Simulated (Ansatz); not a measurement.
The relaxed structure here is a generated cell of SiS2: the first start was made by placing the elements on the sites of a structure type, and the end was not matched to a known phase here, so it may be hypothetical.

One stationary structure of SiS2. Calculation: r2SCAN (plane waves to 500 eV, PAW, scalar-relativistic; Ansatz, a first-principles code).

```cif
data_S4Si2
_chemical_formula_sum 'Si2 S4'
_space_group_name_H-M_alt 'P 1'
_space_group_IT_number 1
_cell_length_a 3.22403
_cell_length_b 4.82649
_cell_length_c 7.69870
_cell_angle_alpha 90.000
_cell_angle_beta 90.000
_cell_angle_gamma 90.000
loop_
_space_group_symop_operation_xyz
  'x, y, z'
loop_
_atom_site_label
_atom_site_type_symbol
_atom_site_fract_x
_atom_site_fract_y
_atom_site_fract_z
_atom_site_occupancy
Si1 Si 0.50000 0.50000 0.35470 1
Si2 Si 0.00000 0.00000 0.64530 1
S1 S 0.00000 0.50000 0.57674 1
S2 S 0.50000 0.00000 0.42326 1
S3 S 0.00000 0.50000 0.16669 1
S4 S 0.50000 0.00000 0.83331 1
```

Question: Determine the symmetry and give the standard cell with its independent sites.

Answer: Space group Pmmn, origin choice 1 (No. 59); a = 3.2240 Å, b = 4.8265 Å, c = 7.6987 Å, α = 90.00°, β = 90.00°, γ = 90.00°

| atom | site | symmetry | x | y | z |
|---|---|---|---|---|---|
| Si | 2a | mm2 | 0.0000 | 0.0000 | 0.6453 |
| S | 2b | mm2 | 0.5000 | 0.0000 | 0.4233 |
| S | 2b | mm2 | 0.0000 | 0.5000 | 0.1667 |

Question: Give the shortest distances between elements (the closest pairs, up to four, under 3.6 Å).

Answer: S–Si 2.17 Å; S–S 3.13 Å; Si–Si 3.22 Å.

Volume per atom: 19.97 Å³
Band gap: 1.39 eV, direct within 0.03 eV (at Γ) (no spin-orbit coupling)
Smallest direct gap: 1.40 eV at Γ

No spin polarisation in the result.

The run could not lose the symmetry of its start, so the end can be a saddle point.
